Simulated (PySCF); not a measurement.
PySCF single point, B3LYP/6-31G*, density fitting, C-PCM implicit methanol (electrostatics alone), on trimethylsulfonium, C3H9S (SMILES C[S+](C)C), charge +1, multiplicity 1.

```python
from pyscf import gto, scf, dft
mol = gto.M(atom='''
C     -1.369386     0.994694    -0.118063
S     -0.011204     0.146111    -0.960066
C     -0.067139    -1.454359    -0.118028
C      1.402896     0.897798    -0.118064
H     -1.256878     0.932116     0.960037
H     -2.303978     0.532925    -0.424955
H     -1.372200     2.034195    -0.434868
H     -0.066096    -1.325668     0.960066
H      0.798355    -2.034195    -0.427245
H     -0.967596    -1.975152    -0.432464
H      1.290740     0.834897     0.960041
H      2.303978     0.377884    -0.432148
H      1.472820     1.937111    -0.427706
''', basis='6-31G*', charge=1, spin=0, verbose=3)
mf = dft.RKS(mol, xc='B3LYP')
mf = mf.density_fit()
mf = mf.PCM()
mf.with_solvent.method = 'C-PCM'
mf.with_solvent.eps = 32.66
mf.max_cycle = 100
e = mf.kernel()
print('converged', mf.converged)
print('E_total', e)
print('nao', mol.nao)
print('HOMO', mf.mo_energy[mf.mo_occ > 0].max())
mf.dip_moment()
```

The program's output:

```

WARN: PCM is an experimental feature. It is still in testing.
Features and APIs may be changed in the future.

converged SCF energy = -517.75526501766
converged True
E_total -517.7552650176596
nao 78
HOMO -0.351772963840129

WARN: System has nonzero charge 1; the dipole moment is origin-dependent.
Location of origin: [0. 0. 0.]

Dipole moment(X, Y, Z, Debye): -0.05421,  0.70106, -0.86633
```

The total energy is -14088.84 eV, -2.48 eV from the same level's vacuum run.
